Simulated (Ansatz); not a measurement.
Stationary points along a deformation path in AlOs

The calculation used Ansatz, DFT PBEsol, scalar-relativistic, plane waves, PAW. The runs took a 420 eV cutoff, a Γ-centred 18×18×18 mesh and Gaussian smearing (0.15 eV). Spin–orbit coupling is left out, which can shift energies with elements as heavy as these. No spin polarisation. Energies are free energies at this smearing, counted from the undisturbed cell; pressure is positive in compression.

Zero of the scan (as given, not relaxed at this level; it stands at -1.2 GPa, and it needn't be the usual structure):

```
Al Os
1.0
     2.99791    0.00000    0.00000
     0.00000    2.99791    0.00000
     0.00000    0.00000    2.99791
Al Os
1 1
Direct
  0.00000 0.00000 0.00000
  0.50000 0.50000 0.50000
```

At fixed volume and fractional coordinates, lengths along (0.577, 0.577, 0.577) are scaled against those across it; ρ is that ratio over its starting value. V = 13.472 Å³/atom. Δσ is the stress along the axis less the mean stress across it (compression positive).

```csv
ρ,ΔE (meV/atom),Δσ (GPa),space group
0.500,9863.7,758.69,R-3m
0.600,4223.0,382.33,R-3m
0.710,1603.1,192.54,R-3m
1.000,0.0,0.00,Pm-3m
1.410,626.9,-46.24,R-3m
2.000,1380.1,0.00,Fm-3m
```

How does the stress give the slope of the energy, and where is the energy stationary?

Along the path d ln(length) is 2/3 d ln ρ on the axis and −1/3 d ln ρ across it, so dE/d ln ρ = −(2/3) V Δσ: the energy falls with ρ where Δσ is positive. Δσ vanishes or changes sign at ρ = 1.000 (Pm-3m), a minimum at 0.0 meV/atom; at ρ = 2.000 (Fm-3m, an end of the scan), at 1380.1 meV/atom. Pairs of stationary points between two samples would go unseen, and could change a minimum read from distant neighbours into a maximum. At ρ = 1.000, 2.000 the cell is cubic, where symmetry alone makes the stress isotropic and the slope zero.

In a metal these slopes depend on the k mesh and the smearing.